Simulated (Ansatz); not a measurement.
Input:

Si (space group Ia-3)

```
Si
1.0
   -6.56775     6.56775     6.56775
    3.28388    -3.28388     3.28388
    3.28388     3.28388    -3.28388
Si
16
Direct
  0.10221   0.20442   0.20442
  0.60221   0.20442   0.20442
  0.25000   0.00000   0.29558
  0.75000   0.00000   0.29558
  0.14779   0.50000   0.00000
  0.64779   0.50000   0.00000
  0.00000   0.29558   0.50000
  0.50000   0.29558   0.50000
  0.39779   0.79558   0.79558
  0.89779   0.79558   0.79558
  0.25000   0.00000   0.70442
  0.75000   0.00000   0.70442
  0.35221   0.50000   0.00000
  0.85221   0.50000   0.00000
  0.00000   0.70442   0.50000
  0.50000   0.70442   0.50000
```

The atoms are displaced by Q × the pattern below (from a DFPT mode at N = (0.5, 0.0, 0.0), largest move 1; Q in Å), at fixed cell. It is one choice among 2 degenerate patterns. (q is in reciprocal vectors of the primitive cell; the cell shown is doubled to hold the pattern.)

```json
[
 {"atom": "Si1", "x": "-0.019", "y": "0.035", "z": "-0.120"},
 {"atom": "Si2", "x": "0.019", "y": "-0.035", "z": "0.120"},
 {"atom": "Si3", "x": "0.181", "y": "0.736", "z": "0.653"},
 {"atom": "Si4", "x": "-0.181", "y": "-0.736", "z": "-0.653"},
 {"atom": "Si5", "x": "-0.114", "y": "0.000", "z": "0.386"},
 {"atom": "Si6", "x": "0.114", "y": "0.000", "z": "-0.386"},
 {"atom": "Si7", "x": "0.087", "y": "-0.644", "z": "-0.673"},
 {"atom": "Si8", "x": "-0.087", "y": "0.644", "z": "0.673"},
 {"atom": "Si9", "x": "0.086", "y": "0.050", "z": "0.214"},
 {"atom": "Si10", "x": "-0.086", "y": "-0.050", "z": "-0.214"},
 {"atom": "Si11", "x": "0.168", "y": "0.398", "z": "0.253"},
 {"atom": "Si12", "x": "-0.168", "y": "-0.398", "z": "-0.253"},
 {"atom": "Si13", "x": "-0.141", "y": "0.035", "z": "0.425"},
 {"atom": "Si14", "x": "0.141", "y": "-0.035", "z": "-0.425"},
 {"atom": "Si15", "x": "0.056", "y": "0.178", "z": "0.301"},
 {"atom": "Si16", "x": "-0.056", "y": "-0.178", "z": "-0.301"}
]
```

Calculation: LDA (plane waves to 420 eV, PAW, scalar-relativistic; Ansatz, a quantum-chemistry and plane-wave program). k mesh 5×10×10 (Γ-centred), Fermi-Dirac smearing 0.05 eV. E stands for the smeared free energy. With partly filled bands, energies and forces of such displacements shift with the k mesh and the smearing. Si was relaxed with its symmetry unable to fall. This is one of several known forms of Si; the measured ambient cells at hand have space group No. 227. The zero of ΔE is the undisplaced structure.

The scan covers Q from -0.180 to 0.180 Å in 13 points.

Is this a single well or a double well?

A single well with its minimum at or next to zero displacement.

Which space group does the distorted structure have?

P1 (No. 1), lowered from Ia-3.

What is the energy change at Q = 0.180 Å?

523 meV/cell.

What harmonic wavenumber does the curvature at Q = 0 give?

243 cm⁻¹.

(A displaced cell: forces are minus the slopes of the energy, force constants its curvatures, and phonons follow from these.)
